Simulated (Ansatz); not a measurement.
In ZrC (rock salt type) the Zr atom of the primitive cell, with all its periodic images, is moved by 0.02 Å along x.

```
Zr C
1.0
     0.00000    2.35500    2.35500
     2.35500    0.00000    2.35500
     2.35500    2.35500    0.00000
Zr C
1 1
Direct
  0.99575 0.00425 0.00425
  0.50000 0.50000 0.50000
```

Computed with PBE, plane waves, PAW datasets (generated soft set 1) (Ansatz 0.2.0 development build).

Cutoff 420 eV; k-mesh 8×8×8 Γ-centred; Fermi–Dirac smearing of 0.1 eV; no spin polarisation.

Q: What force results, and what does it mean for the zone-centre vibration?

A: The force on it along the displacement is -0.1414 eV/Å, a force constant of 7.07 eV/Å². With the reduced mass of 10.61 u the zone-centre optical mode lies at 426 cm⁻¹ (12.76 THz) in this finite-step estimate.

| atom | Fx (eV/Å) | Fy (eV/Å) | Fz (eV/Å) |
| --- | --- | --- | --- |
| Zr1 | -0.1414 | 0.0000 | 0.0000 |
| C2 | 0.1414 | 0.0000 | 0.0000 |

The k-mesh is modest, so these values aren't fully converged in k.
